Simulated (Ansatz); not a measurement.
MgI2

```
Mg I
1.0
     4.15370    0.00000    0.00000
    -2.07685    3.59721    0.00000
     0.00000    0.00000    6.86200
Mg I
1 2
Direct
  0.00000 0.00000 0.00000
  0.33333 0.66667 0.75763
  0.66667 0.33333 0.24237
```

Atoms are numbered in the order listed.

The conventional cell has a = 4.154 Å, b = 4.154 Å, c = 6.862 Å, α = 90.00°, β = 90.00°, γ = 120.00°. Around Mg (atom 1) lie 6 I at 2.92 Å. I (atom 2) is surrounded by 3 Mg at 2.92 Å.

Structure: COD 2013551, as refined from experiment and not relaxed.

No spin–orbit coupling, which matters for the heavy atoms here.

All numbers are computed: DFT, PBE, all-electron LAPW, scalar-relativistic (Ansatz 0.2.0); DFT, PBE, PAW with Ansatz's default frozen-core files, scalar-relativistic (Ansatz 0.2.0); DFT, PBE, all-electron PAW with datasets made for the crystal, scalar-relativistic (Ansatz 0.2.0).

For LAPW: a Γ-centred 7×7×4 k mesh, Fermi–Dirac smearing of 0.03 eV, basis error target 1 meV/atom, no spin polarisation. PAW takes a cutoff of 420 eV at this cell. The crystal-made all-electron datasets (AE datasets) take a cutoff of 260 eV at this cell. The Ansatz runs share mesh, smearing and spin set-up. Values come from LAPW unless marked.

Spin–orbit coupling is left out, which moves gradients at and beside heavy atoms by some per cent and at worst by a factor of two.

```json
{"Smallest direct gap on the path": "3.70 eV", "Largest force": "0.038 eV/Å on I2", "Bader charges (from the PAW run)": "Mg1 +1.62, I2 -0.81 e", "Band gap": "3.54 eV, indirect from Γ to L (0.5, 0, 0.5)", "Löwdin charges (with 0.23 e of the cell spilling out of the atomic basis, so their sizes and signs hang on that basis)": "Mg1 1.35, I2 -0.56 e", "Stress xx, yy, zz (compression positive)": "1.18, 1.18, 1.44 GPa", "Volume per atom": "230.6 bohr³"}
```

Problem. Give the computed value. Field gradients Vzz (crystal-made datasets).

Solution. Mg1 0.02 (η = 0.00), I2 -5.03 (η = 0.00) in 10²¹ V/m².

Problem. Give the computed value. Pressure at this cell.

Solution. 1.26 GPa.
